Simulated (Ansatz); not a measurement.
Total density of states per atom from the program Ansatz at the r²SCAN level (PAW), in 0.25 eV bins, energy from the Fermi level:

(E (eV), states/eV/atom): (-7.20, 0.00); (-6.95, 0.02); (-6.70, 0.05); (-6.45, 0.06); (-6.20, 0.08); (-5.95, 0.09); (-5.70, 0.11); (-5.45, 0.13); (-5.20, 0.15); (-4.95, 0.17); (-4.70, 0.19); (-4.45, 0.25); (-4.20, 0.44); (-3.95, 0.66); (-3.70, 0.56); (-3.45, 0.47); (-3.20, 0.66); (-2.95, 1.00); (-2.70, 1.28); (-2.45, 1.16); (-2.20, 0.90); (-1.95, 0.54); (-1.70, 0.75); (-1.45, 1.60); (-1.20, 1.95); (-0.95, 1.39); (-0.70, 1.45); (-0.45, 0.88); (-0.20, 0.69); (0.05, 1.06); (0.30, 1.26); (0.55, 1.45); (0.80, 1.05); (1.05, 0.63); (1.30, 0.46); (1.55, 0.73); (1.80, 0.94); (2.05, 1.19)

**Question.** Which compound is it?
A. ZrTa, Pmma (Ta on 2e, Zr on 2f)
B. TePt, Pmma (Pt on 2e, Te on 2f)
C. La2Zr2O7, Fd-3m (La on 16c, Zr on 16d, O on 8a, O on 48f)
D. TaN, P6/mmm (Ta on 1a, Ta on 2d, N on 3f)

**Answer.** A, ZrTa, Pmma (Ta on 2e, Zr on 2f). Within 0.5 eV of the Fermi level: Ta 5d 46 %, Zr 4d 41 %, outside the projected shells 6 %. Projections are on Löwdin-orthogonalised atomic valence shells; empty p or d shells of many metals are not among them.

The start of the workflow was typed in or built on a structure type; neither database checked (COD, Materials Project) lists it. Its standing as an ambient phase is unchecked. The cell was relaxed with r²SCAN under the symmetry of its start; whether a distortion lowers the energy is not shown. No spin polarisation was allowed. Its formation energy is positive at this level, so the cell may be metastable or incomplete. Spin–orbit coupling is left out wherever it is not named.

Potentials: the earlier of the program's two PAW sets.
